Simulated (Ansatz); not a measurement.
**W (bcc)**

Method: LDA, scalar-relativistic; no spin polarisation; PAW, 420 eV, 18×18×18 k-mesh, Gaussian smearing of 0.05 eV; code Ansatz. The datasets are Ansatz's generated set soft_2.

```
CELL_PARAMETERS angstrom
-1.56785 1.56785 1.56785
1.56785 -1.56785 1.56785
1.56785 1.56785 -1.56785
ATOMIC_POSITIONS crystal
W 0.00000 0.00000 0.00000
```

The cell is relaxed to zero pressure at this level.

```json
{
 "Space group": "Im-3m (No. 229)",
 "Volume": "15.42 Å³/atom"
}
```

(1) Estimate the band gap at this level of theory (LDA).

Answer:

(1) zero (metallic).

**The experiment.** The Crystallography Open Database holds a measured cell of cubic W (space group Im-3m) at 298 K (1997, doi:10.1007/s002690050070): a = 3.165 Å, 15.85 Å³/atom.

**Comparison.** The computed cell (3.136 Å, 15.42 Å³/atom) differs from the database's by −2.7 % in volume, about −0.9 % in length. LDA overbinds and usually gives cells that are too small. Spin–orbit coupling, left out, also moves the volume of such heavy elements' compounds.

For elements this heavy, spin–orbit coupling would shift levels and gaps; it isn't included here.
